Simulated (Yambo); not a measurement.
Absorption of K$_{2}$PdCl$_{4}$ (space group P4/mmm, No. 123) with and without the electron-hole interaction (Yambo, PBEsol bands; 4×4×6 mesh, 16 valence and 5 conduction bands, static screening with 107 bands and a 3 Ry block, scissor 2.54 eV, Tamm-Dancoff; field along x). Axes are Cartesian, with cell vectors (Å) (7.06, 0.00, 0.00), (0.00, 7.06, 0.00), (0.00, 0.00, 4.10).

| E (eV) | Im ε, BSE | Im ε, independent quasiparticles |
|---|---|---|
| 0.50 | 0.02 | 0.01 |
| 0.60 | 0.02 | 0.01 |
| 0.70 | 0.02 | 0.01 |
| 0.80 | 0.02 | 0.01 |
| 0.90 | 0.02 | 0.01 |
| 1.00 | 0.02 | 0.02 |
| 1.10 | 0.02 | 0.02 |
| 1.20 | 0.02 | 0.02 |
| 1.30 | 0.02 | 0.02 |
| 1.40 | 0.02 | 0.02 |
| 1.50 | 0.02 | 0.02 |
| 1.60 | 0.03 | 0.02 |
| 1.70 | 0.03 | 0.02 |
| 1.80 | 0.03 | 0.02 |
| 1.90 | 0.03 | 0.02 |
| 2.00 | 0.03 | 0.02 |
| 2.10 | 0.03 | 0.02 |
| 2.20 | 0.03 | 0.02 |
| 2.30 | 0.04 | 0.03 |
| 2.40 | 0.04 | 0.03 |
| 2.50 | 0.04 | 0.03 |
| 2.60 | 0.05 | 0.03 |
| 2.70 | 0.05 | 0.03 |
| 2.80 | 0.05 | 0.03 |
| 2.90 | 0.06 | 0.03 |
| 3.00 | 0.07 | 0.04 |
| 3.10 | 0.07 | 0.04 |
| 3.20 | 0.09 | 0.04 |
| 3.30 | 0.10 | 0.04 |
| 3.40 | 0.13 | 0.05 |
| 3.50 | 0.17 | 0.05 |
| 3.60 | 0.25 | 0.05 |
| 3.70 | 0.39 | 0.06 |
| 3.80 | 0.45 | 0.06 |
| 3.90 | 0.39 | 0.07 |
| 4.00 | 0.37 | 0.07 |
| 4.10 | 0.32 | 0.08 |
| 4.20 | 0.31 | 0.09 |
| 4.30 | 0.36 | 0.10 |
| 4.40 | 0.49 | 0.12 |
| 4.50 | 0.76 | 0.14 |
| 4.60 | 1.27 | 0.16 |
| 4.70 | 1.51 | 0.19 |
| 4.80 | 1.11 | 0.22 |
| 4.90 | 0.86 | 0.24 |
| 5.00 | 0.83 | 0.27 |
| 5.10 | 1.00 | 0.32 |
| 5.20 | 1.40 | 0.40 |
| 5.30 | 2.29 | 0.54 |
| 5.40 | 3.95 | 0.81 |
| 5.50 | 4.42 | 1.19 |
| 5.60 | 2.82 | 1.54 |
| 5.70 | 1.79 | 2.09 |
| 5.80 | 1.46 | 2.86 |
| 5.90 | 1.59 | 3.31 |
| 6.00 | 2.21 | 3.50 |
| 6.10 | 3.08 | 3.16 |
| 6.20 | 3.58 | 2.63 |
| 6.30 | 3.75 | 2.16 |
| 6.40 | 4.60 | 1.86 |
| 6.50 | 4.09 | 2.00 |
| 6.60 | 2.62 | 2.62 |
| 6.70 | 1.75 | 3.32 |
| 6.80 | 1.42 | 3.77 |
| 6.90 | 1.39 | 3.65 |
| 7.00 | 1.50 | 3.88 |
| 7.10 | 1.57 | 4.41 |
| 7.20 | 1.60 | 4.65 |
| 7.30 | 1.90 | 3.99 |
| 7.40 | 1.88 | 3.10 |

The scissor comes from a G0W0 run whose convergence isn't established. Broadening 0.15 eV. The band window holds all transitions up to 9.5 eV. Fine structure above the onset can come from the mesh.

Spin-orbit splittings are left out.

Geometry of the Materials Project entry, not relaxed at this level; primitive cell a = b = 7.0576 Å, c = 4.0964 Å, α = β = γ = 90.00°.
